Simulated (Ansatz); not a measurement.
The start is a randomly generated symmetric cell of Fe3Ge (space group No. 71). The structure is fully relaxed (lattice and positions, P = 0) with r2SCAN (plane waves to 500 eV, PAW, scalar-relativistic; Ansatz, a quantum-chemistry and plane-wave program). The first steps use a 10×10×10 k-mesh.

Initial structure:
```
Fe3Ge
1.0
   -2.16050     2.39460     2.59228
    2.16050    -2.39460     2.59228
    2.16050     2.39460    -2.59228
Fe Ge
3 1
Cartesian
  0.00000   0.00000   0.00000
  2.16050   0.00000   0.00000
  0.00000   0.00000   2.59228
  0.00000   2.39460   0.00000
```
Spin-polarised start, with parallel moments on Fe.

Question: What pressure does the first self-consistent step give?

Answer: +19.7 GPa (positive: the cell is compressed).

Question: Does the structure survive the relaxation? Give the final space group.

Answer: The space group goes from Immm (No. 71) to Im-3m (No. 229); the end is AFLOW prototype A3B_cI8_229_b_a (as in H3S), with 4 atoms in the primitive magnetic cell.

Question: By how much does the energy per atom fall from start to end?

Answer: 0.30 eV/atom.

Question: How does the volume change?

Answer: +8.3 %, from 13.41 to 14.52 Å³/atom.

Question: How do the shortest distances between atoms change?

Answer: The closest pairs of elements (up to four, under 3.6 Å), start → end: Fe–Ge 2.16 → 2.44 Å; Fe–Fe 2.16 → 2.44 Å.

Question: What band gap does the relaxed structure have at this level?

Answer: No gap (metallic).

Question: What magnetic moments remain?

Answer: Net 2.05 μB/atom, ferromagnetic.

Question: Give the final cell and atomic positions.

Answer: 
```cif
data_Fe6Ge2
_chemical_formula_sum 'Fe6 Ge2'
_space_group_name_H-M_alt 'Im-3m'
_space_group_IT_number 229
_space_group_name_Hall '-I 4 2 3'
_cell_length_a 4.87949
_cell_length_b 4.87949
_cell_length_c 4.87949
_cell_angle_alpha 90.000
_cell_angle_beta 90.000
_cell_angle_gamma 90.000
loop_
_atom_site_label
_atom_site_type_symbol
_atom_site_symmetry_multiplicity
_atom_site_Wyckoff_symbol
_atom_site_fract_x
_atom_site_fract_y
_atom_site_fract_z
_atom_site_occupancy
Fe1 Fe 6 b 0.00000 0.00000 0.50000 1
Ge1 Ge 2 a 0.00000 0.00000 0.00000 1
```
(The calculation used a cell of 4 atoms; values per cell refer to that cell.)

Final values are on a 14×14×14 k-mesh of the relaxed cell. Spin state reached: ferromagnetic (net 2.05 μB/atom), from parallel starting moments; other spin orders were not run from this start. r2SCAN tends to overstate moments in metals.

The run could not lose the symmetry of its start, so the end can be a saddle point.

All atoms sit on sites fixed by symmetry, so only the cell could relax.

The relaxed structure here is a generated cell of Fe3Ge: the first start was made by a random draw of sites in a space group, and the end was not matched to a known phase here, so it may be hypothetical.
